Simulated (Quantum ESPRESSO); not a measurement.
# Electric field gradients in AlN

```
CELL_PARAMETERS angstrom
      3.12859     0.00000     0.00000
     -1.56429     2.70944     0.00000
      0.00000     0.00000     5.01696
ATOMIC_POSITIONS crystal
  Al 0.66667 0.33333 0.49929
  Al 0.33333 0.66667 0.99929
  N  0.66667 0.33333 0.88071
  N  0.33333 0.66667 0.38071
```
Geometry: a computed entry of the Materials Project; it was not checked against measured cells. It is AlN in P6₃mc. Stability against distortions was not tested.

Convention: |Vzz| is the largest principal value, η_Q = (Vxx − Vyy)/Vzz, |C_Q| = |eQVzz/h|. Cores are frozen. Against all-electron runs on small test molecules, this scheme's |Vzz| missed by −7 % on Al.

Quadrupole moments taken as inputs (sizes, barn, from the tables of PySCF and pymatgen): ²⁷Al 0.1466, ¹⁴N 0.0204.

What do the calculations give at each independent site (field gradients by a PBE PAW density (pw.x of a modified build of Quantum ESPRESSO, JTH datasets) with the all-electron reconstruction of Petrilli and co-workers, 25 Ha, k-mesh 8×8×5 through Γ)?


| site | site symmetry | Vzz (10²¹ V/m²) | η_Q | ∣C_Q∣ (MHz) |
|---|---|---|---|---|
| Al (atoms 1, 2) | 3m | 0.46 | 0.00 | 1.63 (²⁷Al) |
| N (atoms 3, 4) | 3m | under 0.2 | – | under 0.096 (¹⁴N) |
